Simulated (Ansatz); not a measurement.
Is this TiW3 structure stable?

The cell was found from a structure generator's guess, not taken from experiment.

These are results of DFT PBE, scalar-relativistic, plane waves, PAW (Ansatz), not measurements. Plane waves to 420 eV, an 18×18×6 mesh through Γ for the 4-atom cell and 0.10 eV Gaussian smearing; no spin polarisation.

```cif
data_structure
_symmetry_space_group_name_H-M 'Cmmm'
_symmetry_Int_Tables_number 65
_cell_length_a 3.1847
_cell_length_b 4.5193
_cell_length_c 8.9729
_cell_angle_alpha 90.000
_cell_angle_beta 90.000
_cell_angle_gamma 90.000
_cell_volume 129.15
loop_
_atom_site_label
_atom_site_type_symbol
_atom_site_symmetry_multiplicity
_atom_site_Wyckoff_symbol
_atom_site_fract_x
_atom_site_fract_y
_atom_site_fract_z
_atom_site_occupancy
Ti1 Ti 2 c 0.50000 0.00000 0.50000 1
W1 W 2 b 0.50000 0.00000 0.00000 1
W2 W 4 k 0.00000 0.00000 0.24844 1
```

Energies over the elements count from the elements' standard structures at the same level, with no fitted energy shifts.

Question: These tests were run: energy against the elements; phonons at Γ. What do they show?

Answer:

```json
{"test": "energy against the elements", "result": "−0.03 eV/atom"}
{"test": "phonons at Γ", "result": "lowest optical mode 90 cm⁻¹"}
```

It fails none of these tests outright. Whether a mixture of other phases lies lower isn't tested here. Phonons away from Γ weren't computed. Undecided within the accuracy: energy against the elements.

For metals, differences of a few meV/atom aren't resolved. Spin–orbit coupling, which can matter for W, is left out. The run for the phonons used an 18×18×6 k mesh and Fermi–Dirac smearing of 0.15 eV.
